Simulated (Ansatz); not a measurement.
Rb2TlSbCl6:
```
CELL_PARAMETERS angstrom
      0.00000     5.62855     5.62855
      5.62855     0.00000     5.62855
      5.62855     5.62855     0.00000
ATOMIC_POSITIONS crystal
  Rb 0.75000 0.75000 0.75000
  Rb 0.25000 0.25000 0.25000
  Tl 0.50000 0.50000 0.50000
  Sb 0.00000 0.00000 0.00000
  Cl 0.76544 0.23456 0.23456
  Cl 0.23456 0.76544 0.76544
  Cl 0.23456 0.76544 0.23456
  Cl 0.76544 0.23456 0.76544
  Cl 0.23456 0.23456 0.76544
  Cl 0.76544 0.76544 0.23456
```

Relaxed with r²SCAN. Special points in fractions of this cell's reciprocal vectors: Γ (0.000, 0.000, 0.000); X (0.500, 0.000, 0.500); U (0.625, 0.250, 0.625); K (0.375, 0.375, 0.750); L (0.500, 0.500, 0.500); W (0.500, 0.250, 0.750).

### Question
List the band energies nearest the valence-band maximum at these points for r²SCAN with spin–orbit coupling in the plane-wave PAW code Ansatz.

### Answer
In eV from the valence-band maximum; about four levels below and three above (degenerate sets whole), none deeper than 8.9 eV; points with the same levels are listed once.

```
k                              below                          above
-  ---------------------------------  -----------------------------
Γ  -2.85 -2.85 -2.85 -2.85 0.00 0.00  1.04 1.04 1.91 1.91 1.91 1.91
X            -2.06 -2.06 -0.94 -0.94            1.72 1.72 2.36 2.36
U            -1.99 -1.99 -1.47 -1.47            2.22 2.22 2.31 2.31
L            -2.63 -2.63 -1.95 -1.95            2.67 2.67 3.17 3.17
W            -1.91 -1.91 -1.50 -1.50            2.14 2.14 2.20 2.20
```

Space group Fm-3m. The workflow started from a Materials Project entry (that database holds measured and hypothetical structures alike); the Crystallography Open Database copy checked does not list it. Whether it is the stable phase at ambient conditions was not checked. The cell was relaxed with r²SCAN under the symmetry of its start; whether a distortion lowers the energy is not shown.

Potentials: the later of the program's two PAW sets.
